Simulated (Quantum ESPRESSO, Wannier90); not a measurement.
# Tight-binding from DFT: AlInSb$_{2}$ (P-4m2)

```
AlInSb2
1.0
    4.50617     0.00000     0.00000
    0.00000     4.50617     0.00000
    0.00000     0.00000     6.34882
Al In Sb
1 1 2
Direct
  0.00000   0.00000   0.00000
  0.50000   0.50000   0.50000
  0.00000   0.50000   0.23337
  0.50000   0.00000   0.76663
```

Structure: Materials Project mp-1228890, symmetrised, not relaxed again. Not found in the COD (Crystallography Open Database) copy used; not checked further. Computed values, not measurements, from PBEsol: Quantum ESPRESSO (norm-conserving PseudoDojo potentials, cutoff 64 Ry, no spin polarisation, no spin-orbit coupling) on a Γ-centred 8×8×6 mesh, then Wannier90. Density: 8×8×6 mesh, Gaussian smearing 0.01 Ry. Spin-orbit coupling is left out although heavy elements are present.

Base run: 16 functions from bands 16-41 of the 41 computed, start hydrogen-like Al: s;p; In: s;p; Sb: s;p, centres 0.05 Å off the atoms, frozen window up to 1.89 eV relative to the valence-band maximum, outer window open. Its settings: num_cg_steps = 5, trial_step = 2 and dis_mix_ratio = 0.5 (the program's defaults), conv_tol = 1.0e-6 over 4 steps, num_iter = 1000, dis_conv_tol = 1.0e-6, dis_num_iter = 1000. One of them is changed at a time.

```
run                  disentanglement steps  localisation steps  Ω_I (Å²)  Ω_total (Å²)       ended
-------------------  ---------------------  ------------------  --------  ------------  ----------
base                                   254                 338    33.198        37.191   converged
fixed_step = 2.0                       254                1000    33.198        47.929  step limit
num_cg_steps = 20                      254                 176    33.198        37.191   converged
dis_mix_ratio = 0.2                    635                 357    33.198        37.191   converged
```
